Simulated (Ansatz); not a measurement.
The start is a relaxed Pt cell, doubled along one cell vector, shaken by Gaussian noise of σ = 0.08 Å a coordinate. The cell and all atomic positions are relaxed at zero pressure with PBE (plane waves to 420 eV, PAW, scalar-relativistic; Ansatz, a first-principles code). The first steps use a coarse 14×14×7 k-mesh.

Input geometry:
```
Pt
1.0
    0.00000     1.98504     1.98504
    1.98504     0.00000     1.98504
    3.97009     3.97009     0.00000
Pt
2
Direct
  0.96177   0.98703   0.02084
  0.00838   0.98178   0.49929
```

**Question.** What is the largest force in the starting geometry, and on which atom (counted from 1)?

**Answer.** 1.27 eV/Å, on Pt1, Pt2 (atoms numbered as listed).

**Question.** How much energy is released per atom?

**Answer.** 0.04 eV/atom.

**Question.** Does it find its way back to the structure it was made from?

**Answer.** It relaxes back to the parent, Fm-3m (No. 225).

**Question.** How do the shortest distances between atoms change?

**Answer.** The closest pairs of elements (up to four, under 3.6 Å), start → end: Pt–Pt 2.68 → 2.81 Å.

It ends as:

Space group Fm-3m (No. 225); a = b = c = 3.970 Å, α = β = γ = 90.00°

```csv
atom,site,symmetry,x,y,z
Pt,4b,m-3m,0.5000,0.5000,0.5000
```
(The calculation used a cell of 1 atom; values per cell refer to that cell.)

Final values are on a 20×20×20 k-mesh of the relaxed cell. No spin polarisation in the result.

The run could not lose the symmetry of its start.
